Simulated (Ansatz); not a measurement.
TiC:
```
TiC
1.0
    2.71100     0.00000     0.00000
    0.00000     2.71100     0.00000
    0.00000     0.00000     2.71100
Ti C
1 1
Direct
  0.00000   0.00000   0.00000
  0.50000   0.50000   0.50000
```

Relaxed with PBE. Special points in fractions of this cell's reciprocal vectors: Γ (0.000, 0.000, 0.000); X (0.000, 0.500, 0.000); M (0.500, 0.500, 0.000); R (0.500, 0.500, 0.500).

### Question
List the band energies nearest the Fermi level at these points for DFT-PBE in the program Ansatz with PAW potentials.

### Answer
In eV from the Fermi level; about four levels below and three above (degenerate sets whole), none deeper than 8.9 eV; points with the same levels are listed once.

| k | below | above |
|---|---|---|
| Γ | -1.58 -1.58 | 1.50 1.50 1.50 |
| X | -6.38 -0.95 -0.95 -0.68 | 3.51 4.31 6.49 6.49 |
| M | -3.22 -3.22 -0.61 | 1.77 1.77 2.83 |
| R | -6.59 -5.35 -5.35 -5.35 | 4.60 4.60 6.84 6.84 6.84 |

Space group Pm-3m (CsCl type). The cell is a constructed one: a structure type filled with these elements; neither database checked (COD, Materials Project) lists it. It is not the phase usual at ambient conditions (space group No. 225). The cell was relaxed with PBE under the symmetry of its start; its stability against distortions is not shown here. No spin polarisation was allowed.

Potentials: the earlier of the program's two PAW sets.
